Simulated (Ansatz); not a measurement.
hcp against fcc along group 15

Theory: DFT, PBEsol, plane waves (420 eV) with PAW, scalar-relativistic (Ansatz). The PAW files were generated under PBE, with cores re-solved for the functional.

Each structure is relaxed within its symmetry, in the lowest magnetic state of the tried starts. Differences under about 8 meV lie within the error of the k-point mesh.

| element | E(hcp) − E(fcc) (meV/atom) | V(hcp) (Å³/atom) | V(fcc) (Å³/atom) | state of hcp | state of fcc |
| --- | --- | --- | --- | --- | --- |
| As | -38 | 18.38 | 18.44 | spin not included | spin not included |
| Sb | -44 | 26.09 | 26.16 | spin not included | spin not included |
| Bi | -47 | 30.06 | 30.24 | spin not included | spin not included |
